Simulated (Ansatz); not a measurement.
Here is the system:

Relaxed Ga2O3 (beta-Ga2O3 type, space group C2/m):

```
Ga2O3
1.0
    6.22762    -1.54173     0.00000
    6.22762     1.54173     0.00000
   -1.39233     0.00000     5.71032
Ga O
4 6
Cartesian
  0.01334   0.00000   4.53800
 11.04958   0.00000   1.17231
  7.76436   0.00000   1.79396
  3.29855   0.00000   3.91636
  1.88423   0.00000   0.62349
  9.17868   0.00000   5.08683
  1.37777   0.00000   3.22268
  9.68515   0.00000   2.48764
  5.82074   0.00000   1.46590
  5.24218   0.00000   4.24441
```

A phonon eigenvector at Γ is frozen into this cell: atom i moves by Q times the vector below, so Q is the largest atomic displacement, in Å. The cell is held.

| atom | x | y | z |
|---|---|---|---|
| Ga1 | -0.018 | 0.000 | 0.364 |
| Ga2 | -0.018 | 0.000 | 0.364 |
| Ga3 | -0.232 | 0.000 | -0.352 |
| Ga4 | -0.232 | 0.000 | -0.352 |
| O5 | 1.000 | 0.000 | 0.028 |
| O6 | 1.000 | 0.000 | 0.028 |
| O7 | -0.084 | 0.000 | -0.027 |
| O8 | -0.084 | 0.000 | -0.027 |
| O9 | 0.177 | 0.000 | -0.052 |
| O10 | 0.177 | 0.000 | -0.052 |

Method: PBE (plane waves to 420 eV, PAW, scalar-relativistic; Ansatz, an electronic-structure program). k mesh 11×11×6 (Γ-centred), Fermi-Dirac smearing 0.05 eV. E stands for the smeared free energy. Ga2O3 was relaxed with its symmetry unable to fall. ΔE is measured from the undisplaced structure.

The scan covers Q from -0.280 to 0.280 Å in 13 points.

### Question
Is the energy the same for equal positive and negative displacements?

### Answer
Even: the same for both signs.

### Question
Which space group does the distorted structure have?

### Answer
Cm (No. 8), lowered from C2/m.

### Question
What is the energy change at Q = 0.280 Å?

### Answer
666 meV/cell.

### Question
What harmonic wavenumber does the curvature at Q = 0 give?

### Answer
242 cm⁻¹.

(A displaced cell: forces are minus the slopes of the energy, force constants its curvatures, and phonons follow from these.)
